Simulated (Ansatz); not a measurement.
Relaxed MoTe2 (2H-MoS2 type, space group P6_3/mmc):

```xyz
6
Lattice="3.5419 0.0000 0.0000 -1.7710 3.0674 0.0000 0.0000 0.0000 14.1820" Properties=species:S:1:pos:R:3 pbc="T T T"
Mo     0.0000     2.0449    10.6365
Mo     1.7710     1.0225     3.5455
Te     0.0000     2.0449     1.7511
Te     1.7710     1.0225     8.8421
Te     1.7710     1.0225    12.4309
Te     0.0000     2.0449     5.3399
```

Scan: atom 5 (Te, nearest neighbour Mo at 2.721 Å; its periodic images, 3.5 Å or more away, move with it) is displaced along Cartesian [110], direction (0.707, 0.707, 0.000) in Cartesian axes, by s. The other atoms stay.

Level of theory: r2SCAN+rVV10 (plane waves to 500 eV, PAW, scalar-relativistic; Ansatz, a program for electronic structure). k mesh 9×9×2 (Γ-centred), Fermi-Dirac smearing 0.05 eV. Energies are smeared free energies. As the smearing reaches across the gap at some points, energies and forces of such displacements shift with the k mesh and the smearing. MoTe2 is run without spin polarisation. MoTe2 was relaxed with its symmetry unable to fall. Spin-orbit coupling is left out, though Te is heavy. The PAW data are Ansatz's earlier set. ΔE is measured from the undisplaced structure.

Successive frames, forces in eV/Å:

| frame | ΔE (eV/cell) | F on Mo1 | F on Mo2 | F on Te3 | F on Te4 | F on Te5 | F on Te6 |
|---|---|---|---|---|---|---|---|
| s = 0.000 Å | 0.000 | (0.000, 0.000, 0.000) | (0.000, 0.000, 0.000) | (0.000, 0.000, 0.000) | (0.000, 0.000, 0.000) | (0.000, 0.000, 0.000) | (0.000, 0.000, 0.000) |
| s = -0.164 Å | 0.089 | (-0.729, -0.832, -0.193) | (-0.005, -0.005, -0.001) | (-0.008, -0.010, 0.002) | (0.056, 0.037, -0.007) | (0.685, 0.808, 0.200) | (0.001, 0.002, 0.000) |
| s = -0.328 Å | 0.335 | (-1.224, -1.631, -0.711) | (-0.008, -0.010, -0.002) | (-0.015, -0.019, 0.007) | (0.141, 0.067, -0.028) | (1.104, 1.591, 0.734) | (0.002, 0.003, 0.000) |

Problem. What are the energy and the forces in the next frame, s = -0.492 Å?

Solution. ΔE (eV/cell) = 0.700.

```tsv
atom	Fx	Fy	Fz
Mo1	-1.448	-2.343	-1.460
Mo2	-0.011	-0.015	-0.003
Te3	-0.018	-0.029	0.015
Te4	0.246	0.080	-0.057
Te5	1.229	2.302	1.505
Te6	0.003	0.004	0.000
```

(A displaced cell: forces are minus the slopes of the energy, force constants its curvatures, and phonons follow from these.)
